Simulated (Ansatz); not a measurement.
Input and command of a plane-wave DFT calculation in Ansatz:

```yaml
crystal:
  lattice:
    - [2.948866268, 0.0, 0.0]
    - [0.0, 2.948866268, 0.0]
    - [0.0, 0.0, 3.658357967]
  atoms:
    - { symbol: Hg, position: [0.0, 0.0, 0.0] }
    - { symbol: Pd, position: [0.5, 0.5, 0.5] }
basis:
  ecutwfc: 500
kpoints:
  mp_grid: { grid: [14, 14, 12] }
hamiltonian:
  xc: r2scan
scf:
  occupations: { method: gaussian, width: 0.1 }
output:
  forces: true
  stress: true
  eigenvalues: true
relax:
  adjacent_minimum: "off"
  f_tol: 0.01
  max_steps: 30
  cell: { stress_tol: 0.1, fix: [volume] }
```

```bash
ansatz run input.yaml --threads 1 --pin off --max-ram 2560MiB --backend cpu --events-out ev --progress --plain --runs-dir out
```

Processor: Arm Neoverse V1, 1 thread, on a host shared with other jobs.

Task: Estimate time, memory and problem size.

Result: About 50 s on 1 thread of Arm Neoverse V1, with other jobs on the host, peak memory 0.54 GiB. It solves 23 bands at 252 k points (the mesh reduced by symmetry) with about 821 plane waves, in 12 SCF iterations over 2 ionic steps.
